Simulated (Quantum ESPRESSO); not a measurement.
# Mg2AlS3F: finding a planted mistake in a log

Computed values, not a measurement. The program is pw.x of Quantum ESPRESSO 7.5 (plane-wave density functional theory). The cell is made up: 7 atoms on a zincblende/diamond lattice with one site empty, with randomly drawn elements, strain and displacements, not relaxed. PseudoDojo standard norm-conserving files (v0.5 for PBE, v0.4.1 for LDA and PBEsol) set the functional; there is no spin polarisation, spin-orbit coupling or dispersion term, and the masses in the input are unused placeholders.

Intended input:

```
&control calculation='scf', pseudo_dir='./dojo.nc.sr.pbe.v0_5.standard.upf', outdir='./o', disk_io='medium', tprnfor=.true., tstress=.true. /
&system ibrav=0, nat=7, ntyp=4, nbnd=30, ecutwfc=84.00895049, nosym=.true., tot_charge=0,
 occupations='smearing', smearing='fd', degauss=0.0018374661
/
&electrons conv_thr=7.350e-09, electron_maxstep=60, /
ATOMIC_SPECIES
Al 1.0 Al.upf
F 1.0 F.upf
Mg 1.0 Mg.upf
S 1.0 S.upf
CELL_PARAMETERS angstrom
5.4915 -0.0278 -0.0143
-0.0278 5.4003 -0.0777
-0.0143 -0.0777 5.3942
ATOMIC_POSITIONS angstrom
Mg 0.0681 0.0488 0.1066
Mg 2.7764 0.0512 2.6769
Al 2.781 2.6506 -0.0399
S 1.4316 1.3436 1.3696
S 1.3274 3.993 4.0669
F 4.1622 1.3181 3.9961
S 4.021 4.0086 1.3313
K_POINTS automatic
4 4 4 1 1 1
```

The log is shortened where brackets say so; the opening notice, blank lines, dates and the lines on written files are dropped, and the path of the files is cut. It prints rydbergs, bohrs and kilobars, and counts compression as positive stress. Where no state is partly filled, the Fermi energy that it prints is only some level between the filled and the empty states on the mesh, and need not lie in the true gap.

Log of the intended run:

```
     Program PWSCF v.7.5
     Parallel version (MPI & OpenMP), running on       1 processor cores
     Number of MPI processes:                 1
     Threads/MPI process:                     1
     [start-up lines left out]
     bravais-lattice index     =            0
     lattice parameter (alat)  =      10.3776  a.u.
     unit-cell volume          =    1079.2648 (a.u.)^3
     number of atoms/cell      =            7
     number of atomic types    =            4
     number of electrons       =        48.00
     number of Kohn-Sham states=           30
     kinetic-energy cutoff     =      84.0090  Ry
     charge density cutoff     =     336.0358  Ry
     scf convergence threshold =      7.3E-09
     mixing beta               =       0.7000
     number of iterations used =            8  plain     mixing
     Exchange-correlation= PBE
                           (   1   4   3   4   0   0   0)
     [axes and pseudopotential details left out]
   Cartesian axes
     site n.     atom                  positions (alat units)
         1        Mg     tau(   1) = (   0.0124008   0.0088863   0.0194115  )
         2        Mg     tau(   2) = (   0.5055732   0.0093233   0.4874545  )
         3        Al     tau(   3) = (   0.5064108   0.4826654  -0.0072657  )
         4        S      tau(   4) = (   0.2606896   0.2446651   0.2493996  )
         5        S      tau(   5) = (   0.2417151   0.7271120   0.7405689  )
         6        F      tau(   6) = (   0.7579227   0.2400216   0.7276765  )
         7        S      tau(   7) = (   0.7322107   0.7299527   0.2424253  )
     number of k points=    32  Fermi-Dirac smearing, width (Ry)=  0.0018
                       cart. coord. in units 2pi/alat
        k(    1) = (   0.1259953   0.1296243   0.1294580), wk =   0.0625000
        k(    2) = (   0.1266768   0.1332906   0.3840262), wk =   0.0625000
     [further k points left out]
     Dense  grid:   112349 G-vectors     FFT dimensions: (  64,  60,  60)
     Estimated max dynamical RAM per process >     132.66 MB
     Initial potential from superposition of free atoms
     starting charge      47.9958, renormalised to      48.0000
     Starting wfcs are   30 randomized atomic wfcs
     total cpu time spent up to now is       10.9 secs
     per-process dynamical memory:    94.4 Mb
     Self-consistent Calculation
     iteration #  1     ecut=    84.01 Ry     beta= 0.70
     Davidson diagonalization with overlap
     ethr =  1.00E-02,  avg # of iterations =  5.2
     total cpu time spent up to now is       39.1 secs
     total energy              =    -357.83637120 Ry
     estimated scf accuracy    <       0.65594095 Ry
     iteration #  2     ecut=    84.01 Ry     beta= 0.70
     Davidson diagonalization with overlap
     ethr =  1.37E-03,  avg # of iterations =  2.0
     total cpu time spent up to now is       60.9 secs
     total energy              =    -357.97907312 Ry
     estimated scf accuracy    <       0.45092528 Ry
     [iterations 3 to 8 left out]
     iteration #  9     ecut=    84.01 Ry     beta= 0.70
     Davidson diagonalization with overlap
     ethr =  6.51E-10,  avg # of iterations =  2.0
     total cpu time spent up to now is      213.2 secs
     total energy              =    -358.08595672 Ry
     estimated scf accuracy    <       0.00000006 Ry
     iteration # 10     ecut=    84.01 Ry     beta= 0.70
     Davidson diagonalization with overlap
     ethr =  1.26E-10,  avg # of iterations =  2.0
     total cpu time spent up to now is      234.4 secs
     End of self-consistent calculation
     [lines on levels left out]
     the Fermi energy is     4.0617 ev
!    total energy              =    -358.08595673 Ry
     estimated scf accuracy    <          4.3E-09 Ry
     smearing contrib. (-TS)   =      -0.00000000 Ry
     internal energy E=F+TS    =    -358.08595673 Ry
     The total energy is F=E-TS. E is the sum of the following terms:
     one-electron contribution =    -263.38919044 Ry
     hartree contribution      =     137.90473715 Ry
     xc contribution           =     -63.83425131 Ry
     ewald contribution        =    -168.76725214 Ry
     convergence has been achieved in  10 iterations
     Forces acting on atoms (cartesian axes, Ry/au):
     atom    1 type  3   force =    -0.04088553   -0.01510120   -0.02468406
     atom    2 type  3   force =     0.01253899   -0.00832441    0.05580203
     atom    3 type  1   force =    -0.02340928    0.03283097    0.00093014
     atom    4 type  4   force =     0.02588204    0.08274314   -0.02426811
     atom    5 type  4   force =     0.05070459   -0.04449330   -0.01403108
     atom    6 type  2   force =    -0.05345493   -0.00630438    0.04487468
     atom    7 type  4   force =     0.02862413   -0.04135081   -0.03862360
     Total force =     0.171058     Total SCF correction =     0.000118
     Computing stress (Cartesian axis) and pressure
          total   stress  (Ry/bohr**3)                   (kbar)     P=      -18.14
  -0.00010858  -0.00004520   0.00005075          -15.97       -6.65        7.47
  -0.00004520  -0.00017097   0.00014967           -6.65      -25.15       22.02
   0.00005075   0.00014967  -0.00009046            7.47       22.02      -13.31
     init_run     :     10.43s CPU     10.72s WALL (       1 calls)
     electrons    :    211.19s CPU    223.55s WALL (       1 calls)
     forces       :      2.79s CPU      2.84s WALL (       1 calls)
     stress       :     10.34s CPU     10.42s WALL (       1 calls)
     [timing details left out]
     PWSCF        :   3m54.96s CPU   4m 7.92s WALL
     JOB DONE.
```

A second run was made from an input with one planted mistake. Its log:

```
     Program PWSCF v.7.5
     Parallel version (MPI & OpenMP), running on       1 processor cores
     Number of MPI processes:                 1
     Threads/MPI process:                     1
     [start-up lines left out]
     bravais-lattice index     =            0
     lattice parameter (alat)  =      10.3776  a.u.
     unit-cell volume          =    1079.2648 (a.u.)^3
     number of atoms/cell      =            7
     number of atomic types    =            4
     number of electrons       =        48.00
     number of Kohn-Sham states=           30
     kinetic-energy cutoff     =      84.0090  Ry
     charge density cutoff     =     336.0358  Ry
     scf convergence threshold =      7.3E-09
     mixing beta               =       0.7000
     number of iterations used =            8  plain     mixing
     Exchange-correlation= PBE
                           (   1   4   3   4   0   0   0)
     [axes and pseudopotential details left out]
   Cartesian axes
     site n.     atom                  positions (alat units)
         1        Mg     tau(   1) = (   0.0124008   0.0088863   0.0194115  )
         2        Mg     tau(   2) = (   0.5055732   0.0093233   0.4874545  )
         3        Al     tau(   3) = (   0.5064108   0.4826654  -0.0072657  )
         4        S      tau(   4) = (   0.2606896   0.2446651   0.2493996  )
         5        S      tau(   5) = (   0.2417151   0.7271120   0.7405689  )
         6        F      tau(   6) = (   0.7579227   0.2400216   0.7276765  )
         7        S      tau(   7) = (   0.7322107   0.7299527   0.2424253  )
     number of k points=     4  Fermi-Dirac smearing, width (Ry)=  0.0018
                       cart. coord. in units 2pi/alat
        k(    1) = (   0.2519907   0.2592486   0.2589159), wk =   0.5000000
        k(    2) = (   0.2506278   0.2519161  -0.2502205), wk =   0.5000000
     [further k points left out]
     Dense  grid:   112349 G-vectors     FFT dimensions: (  64,  60,  60)
     Estimated max dynamical RAM per process >     132.66 MB
     Initial potential from superposition of free atoms
     starting charge      47.9958, renormalised to      48.0000
     Starting wfcs are   30 randomized atomic wfcs
     total cpu time spent up to now is        4.1 secs
     per-process dynamical memory:    93.0 Mb
     Self-consistent Calculation
     iteration #  1     ecut=    84.01 Ry     beta= 0.70
     Davidson diagonalization with overlap
     ethr =  1.00E-02,  avg # of iterations =  5.2
     total cpu time spent up to now is        8.4 secs
     total energy              =    -357.83404577 Ry
     estimated scf accuracy    <       0.65886847 Ry
     iteration #  2     ecut=    84.01 Ry     beta= 0.70
     Davidson diagonalization with overlap
     ethr =  1.37E-03,  avg # of iterations =  2.0
     total cpu time spent up to now is       12.1 secs
     total energy              =    -357.97710006 Ry
     estimated scf accuracy    <       0.44401853 Ry
     [iterations 3 to 8 left out]
     iteration #  9     ecut=    84.01 Ry     beta= 0.70
     Davidson diagonalization with overlap
     ethr =  6.81E-10,  avg # of iterations =  2.0
     total cpu time spent up to now is       36.3 secs
     total energy              =    -358.08263294 Ry
     estimated scf accuracy    <       0.00000006 Ry
     iteration # 10     ecut=    84.01 Ry     beta= 0.70
     Davidson diagonalization with overlap
     ethr =  1.32E-10,  avg # of iterations =  2.0
     total cpu time spent up to now is       38.6 secs
     End of self-consistent calculation
     [lines on levels left out]
     the Fermi energy is     4.0741 ev
!    total energy              =    -358.08263295 Ry
     estimated scf accuracy    <          4.4E-09 Ry
     smearing contrib. (-TS)   =       0.00000000 Ry
     internal energy E=F+TS    =    -358.08263295 Ry
     The total energy is F=E-TS. E is the sum of the following terms:
     one-electron contribution =    -263.39716389 Ry
     hartree contribution      =     137.92283731 Ry
     xc contribution           =     -63.84105424 Ry
     ewald contribution        =    -168.76725214 Ry
     convergence has been achieved in  10 iterations
     Forces acting on atoms (cartesian axes, Ry/au):
     atom    1 type  3   force =    -0.04069537   -0.01518299   -0.02455668
     atom    2 type  3   force =     0.01236458   -0.00840107    0.05565220
     atom    3 type  1   force =    -0.02369354    0.03305791    0.00132083
     atom    4 type  4   force =     0.02658914    0.08252873   -0.02498267
     atom    5 type  4   force =     0.05122859   -0.04442028   -0.01308939
     atom    6 type  2   force =    -0.05358774   -0.00631957    0.04495114
     atom    7 type  4   force =     0.02779434   -0.04126273   -0.03929544
     Total force =     0.171256     Total SCF correction =     0.000117
     Computing stress (Cartesian axis) and pressure
          total   stress  (Ry/bohr**3)                   (kbar)     P=      -17.11
  -0.00010157  -0.00004511   0.00005144          -14.94       -6.64        7.57
  -0.00004511  -0.00016512   0.00015019           -6.64      -24.29       22.09
   0.00005144   0.00015019  -0.00008234            7.57       22.09      -12.11
     init_run     :      3.00s CPU      3.99s WALL (       1 calls)
     electrons    :     32.72s CPU     34.51s WALL (       1 calls)
     forces       :      0.47s CPU      0.49s WALL (       1 calls)
     stress       :      1.61s CPU      1.66s WALL (       1 calls)
     [timing details left out]
     PWSCF        :     37.95s CPU     40.88s WALL
     JOB DONE.
```

Question: what was wrong in the second input?

Answer: the k-point mesh is too coarse. The input lines that differ, file-writing options aside:

```
- 4 4 4 1 1 1
+ 2 2 2 1 1 1
```

```
                                            intended run  run with the mistake
                          free energy (eV)     -4872.008             -4871.962
                    smearing term -TS (eV)        0.0000                0.0000
                            pressure (GPa)         -1.81                 -1.71
            largest force component (eV/Å)         2.127                 2.122
largest change of a force component (eV/Å)                               0.024
                                iterations            10                    10
```

For scale, a rerun of the intended cell at 1437 eV and a 6 x 6 x 6 mesh moved values by no more than 0.002 eV in energy, 0.02 GPa in stress and 0.003 eV/Å in force.